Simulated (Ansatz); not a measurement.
Q: Each is relaxed and computed with plane-wave PAW r²SCAN (Ansatz code). Which is the only metal?
A) K2PdC2, P-3m1 (K on 2d, Pd on 1a, C on 2c)
B) CeRu3C, anti-perovskite
C) Lu2CCl2, R-3m (Lu on 6c, C on 3b, Cl on 6c)
D) SiC, P6_422 (Si on 3c, C on 3d)

A: B, CeRu3C, anti-perovskite. CeRu3C: metal; K2PdC2: gap 1.58 eV; SiC: gap 1.18 eV (indirect); Lu2CCl2: gap 1.22 eV (indirect). The 4f shell is in the valence, and the state reached may lie above the lowest one. Typed or built starts, not in the databases checked: SiC, P6_422 (Si on 3c, C on 3d). Not the usual ambient phase: SiC, P6_422 (Si on 3c, C on 3d). Standing as an ambient phase not checked: CeRu3C, anti-perovskite; K2PdC2, P-3m1 (K on 2d, Pd on 1a, C on 2c); Lu2CCl2, R-3m (Lu on 6c, C on 3b, Cl on 6c). Weakly bound layers, chains or molecules computed without a dispersion correction, so cells and soft constants are ill determined: Lu2CCl2, R-3m (Lu on 6c, C on 3b, Cl on 6c). All cells were relaxed under the symmetry of their starts (and spin orders); stability against distortions was not tested throughout. Rows with no word on spin ran without spin polarisation. No Hubbard U is applied. Spin–orbit coupling is left out wherever it is not named.

Potentials: the later of the program's two PAW sets.
